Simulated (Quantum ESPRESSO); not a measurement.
# KI: magnetic shieldings

```yaml
crystal:
  lattice:
    - [0.00000, 3.52455, 3.52455]
    - [3.52455, 0.00000, 3.52455]
    - [3.52455, 3.52455, 0.00000]
  atoms:
    - { symbol: K, position: [0.00000, 0.00000, 0.00000] }
    - { symbol: I, position: [0.50000, 0.50000, 0.50000] }
```
The cell was made here from an entry of the Crystallography Open Database (unchecked): atoms relaxed with PBE in the measured cell (PBE without dispersion, pw.x of a modified build of Quantum ESPRESSO, symmetry kept).  Stability against distortions was not tested.

These are absolute shieldings with no macroscopic susceptibility term; δ = σ_ref − σ needs a reference computed alike. In our sweeps, cutoffs and meshes of this size left a few ppm, and up to some 20 ppm on atoms from Zn on. Spin–orbit coupling is left out; its weight grows with the heaviest atom, I here. No d partial waves on I: the paramagnetic term there is incompletely reconstructed. Static lattice: thermal averaging is not included.

Problem. What do the calculations give at each independent site (shieldings by GIPAW with PBE in Quantum ESPRESSO, on JTH PAW datasets, 20 Ha, k-mesh 5×5×5 shifted, f-sum rule met within 0.004 %)?

Solution. 
```csv
site,site symmetry,σ_iso (ppm)
K (atom 1),m-3m,1138
I (atom 2),m-3m,4844
```
